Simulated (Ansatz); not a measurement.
AlGaN$_{2}$:
```xyz
4
Lattice="3.1385 0.0000 0.0000 0.0000 3.1385 0.0000 0.0000 0.0000 4.4224" Properties=species:S:1:pos:R:3 pbc="T T T"
Al     1.5693     1.5693     2.2112
Ga     0.0000     0.0000     0.0000
N      1.5693     0.0000     3.2685
N      0.0000     1.5693     1.1539
```

Cartesian axes are those of the cell as given.

Q: Give the high-frequency dielectric tensor and the Born effective charge tensors of the independent atoms from DFPT, the program Ansatz at the r²SCAN level (PAW).

A: 
ε∞:
```
4.81  0.00  0.00
0.00  4.81  0.00
0.00  0.00  4.79
```
Z* of atom 1 (Al), rows: field, columns: displacement, in e:
```
2.52  0.00  0.00
0.00  2.52  0.00
0.00  0.00  2.71
```
Z* of atom 2 (Ga), rows: field, columns: displacement, in e:
```
2.65  0.00  0.00
0.00  2.65  0.00
0.00  0.00  2.50
```
Z* of atom 3 (N), rows: field, columns: displacement, in e:
```
-2.69   0.00   0.00
 0.00  -2.48   0.00
 0.00   0.00  -2.60
```

Static charges for comparison (Bader): Al1 +2.48, Ga2 +1.63, N3 -2.05 e. Born charges measure polarisation by displacement and can exceed these by far.

Space group P-4m2. The first step of the workflow began from a Materials Project structure, measured or hypothetical; the Crystallography Open Database copy checked does not list it. With Al and Ga taken as one species the cell has the higher symmetry F-43m, so it may be an ordered model of a mixed-site phase. Its standing as an ambient phase is unchecked. The r²SCAN relaxation kept the symmetry of its start; of distortions, only those at the zone centre were tested. Scalar-relativistic: spin–orbit coupling is off unless named, which matters more the heavier the elements.

Potentials: the later of the program's two PAW sets.
